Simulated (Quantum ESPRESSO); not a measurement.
Field gradients of TiAl from the PAW reconstruction of the field gradient on a scalar-relativistic PBE ground state (a modified build of Quantum ESPRESSO, JTH datasets), 20 Ha, k-mesh 14×14×10 through Γ:

```yaml
crystal:
  lattice:
    - [2.81075, 0.00000, 0.00000]
    - [0.00000, 2.81075, 0.00000]
    - [0.00000, 0.00000, 4.06642]
  atoms:
    - { symbol: Ti, position: [0.50000, 0.50000, 0.50000] }
    - { symbol: Al, position: [0.00000, 0.00000, 0.00000] }
```
The geometry is a computed Materials Project entry, not a measured one. It is TiAl in P4/mmm. Stability against distortions was not tested. The run has no spin polarisation.

Vzz is the sum of three terms, each taken along its main axis: the smooth valence density, the ions (nucleus and frozen core) with the augmentation charges of all other spheres, and the all-electron minus smooth density in the atom's own sphere. The split hangs on the datasets.  Cores are frozen. Against all-electron runs on small test molecules, this scheme's |Vzz| missed by −7 % on Al. Ti had no test against all-electron runs. This crystal comes out metallic or nearly gapless here; its field gradients are sensitive to mesh and smearing.

```
site         smooth valence density  ions and other spheres  own sphere  Vzz (a.u.)
-----------  ----------------------  ----------------------  ----------  ----------
Ti (atom 1)                   0.108                  -0.082           …           …
Al (atom 2)                  -0.097                   0.080           …           …
```

Question: Fill in the missing entries.

Answer: 
- Ti (atom 1), own sphere: 0.210
- Ti (atom 1), Vzz (a.u.): 0.236
- Al (atom 2), own sphere: -0.222
- Al (atom 2), Vzz (a.u.): -0.240
